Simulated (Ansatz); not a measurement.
A relaxation computed with Ansatz, from input to last step.

```yaml
crystal:
  lattice:
    - [2.7481921211, 0.0, 0.0]
    - [-1.3740960606, 2.3800041914, 0.0]
    - [0.0, 0.0, 4.5604578211]
  atoms:
    - { symbol: Ni, position: [0.0, 0.0, 0.5] }
    - { symbol: O, position: [0.6666666667, 0.3333333333, 0.7038965614] }
    - { symbol: O, position: [0.3333333333, 0.6666666667, 0.2961034386] }
basis:
  ecutwfc: 500
kpoints:
  mp_grid: { grid: [12, 12, 6] }
hamiltonian:
  xc: r2scan
scf:
  occupations: { method: gaussian, width: 0.02 }
output:
  forces: true
  stress: true
  eigenvalues: true
relax:
  adjacent_minimum: "off"
  f_tol: 0.01
  max_steps: 30
  cell: { stress_tol: 0.1, fix: [volume] }
```

```bash
ansatz run input.yaml --threads 1 --pin off --max-ram 2560MiB --backend cpu --events-out ev --progress --plain --runs-dir out
```

Theory: DFT r2SCAN, scalar-relativistic, plane waves, PAW (Ansatz 0.2.0).

The volume is held at 0.97 times that of the relaxed cell.

Of 5 frames 4 are shown, positions in Å and forces in eV/Å; the SCF threshold varies from step to step. Steps run on the plane waves of an earlier cell, with a Pulay correction in the pressure. The basis is chosen afresh for the last frame, the zero of the energies, and at times for earlier ones too; energy and pressure step there, also at an unchanged geometry. Spin polarisation was left out; whether the Ni atoms would carry moments isn't shown by this run.

```xyz
3
Lattice="2.7482 0.0000 0.0000 -1.3741 2.3800 0.0000 0.0000 0.0000 4.5605" Properties=species:S:1:pos:R:3:forces:R:3 pbc="T T T" step=1 free_energy_over_end_meV_per_atom=5.78 pressure_GPa=6.87
Ni    0.0000    0.0000    2.2802    0.0000    0.0000    0.0000
O     1.3741    0.7933    3.2101    0.0000    0.0000    0.4594
O     0.0000    1.5867    1.3504    0.0000    0.0000   -0.4594
3
Lattice="2.7594 0.0000 0.0000 -1.3797 2.3897 0.0000 0.0000 0.0000 4.5234" Properties=species:S:1:pos:R:3:forces:R:3 pbc="T T T" step=2 free_energy_over_end_meV_per_atom=1.88 pressure_GPa=4.19
Ni    0.0000    0.0000    2.2617    0.0000    0.0000    0.0000
O     1.3797    0.7966    3.1953    0.0000    0.0000    0.2618
O     0.0000    1.5932    1.3281    0.0000    0.0000   -0.2618
3
Lattice="2.7737 0.0000 0.0000 -1.3868 2.4021 0.0000 0.0000 0.0000 4.4770" Properties=species:S:1:pos:R:3:forces:R:3 pbc="T T T" step=3 free_energy_over_end_meV_per_atom=0.02 pressure_GPa=0.93
Ni    0.0000    0.0000    2.2385    0.0000    0.0000    0.0000
O     1.3868    0.8007    3.1769    0.0000    0.0000    0.0205
O     0.0000    1.6014    1.3001    0.0000    0.0000   -0.0205
3
Lattice="2.7742 0.0000 0.0000 -1.3871 2.4025 0.0000 0.0000 0.0000 4.4755" Properties=species:S:1:pos:R:3:forces:R:3 pbc="T T T" step=5 free_energy_over_end_meV_per_atom=0.00 pressure_GPa=0.75
Ni    0.0000    0.0000    2.2377    0.0000    0.0000    0.0000
O     1.3871    0.8008    3.1768    0.0000    0.0000    0.0030
O     0.0000    1.6017    1.2987    0.0000    0.0000   -0.0030
```

The run took 28 s on 1 thread of Intel(R) Xeon(R) Platinum 8488C (Sapphire Rapids) (shared host), peak memory 0.52 GiB.

The cell holds layers, and r2SCAN describes their binding at middle range but leaves out its long-range dispersion part.